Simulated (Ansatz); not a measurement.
GaP:
Space group F-43m (No. 216); a = b = c = 5.4514 Å, α = β = γ = 90.00°

| atom | site | symmetry | x | y | z |
|---|---|---|---|---|---|
| P | 4c | -43m | 0.2500 | 0.2500 | 0.2500 |
| Ga | 4a | -43m | 0.0000 | 0.0000 | 0.0000 |
(The calculation used a cell of 2 atoms; values per cell refer to that cell.)

Relaxed with r²SCAN (plane waves, PAW; program Ansatz). Indices refer to the conventional cell of F-43m, a = 5.451 Å, b = 5.451 Å, c = 5.451 Å, α = 90.00°, β = 90.00°, γ = 90.00°.

Task: Simulate the powder diffraction pattern (Mo Kα, λ = 0.71073 Å; lines above 1 %) up to 2θ = 45°.

Result: Simulated powder pattern, Mo Kα, λ = 0.71073 Å (kinematic, ideal powder, no thermal factors, no anomalous dispersion; the 30 strongest lines at most, above 1 %, up to 2θ = 45°):

```csv
2θ (°),d (Å),I/Imax (%),hkl
12.97,3.147,100,(111)
14.98,2.726,15,(200)
21.25,1.927,68,(220)
24.97,1.644,50,(311)
26.10,1.574,4.5,(222)
30.23,1.363,12,(400)
33.02,1.251,20,(331)
33.90,1.219,5.4,(420)
37.25,1.113,23,(422)
39.60,1.049,14,(511)+(333)
43.28,0.964,6.5,(440)
```

The r²SCAN relaxation kept the symmetry of its start. Scalar-relativistic: spin–orbit coupling is off unless named, which matters more the heavier the elements.

Potentials: the later of the program's two PAW sets.
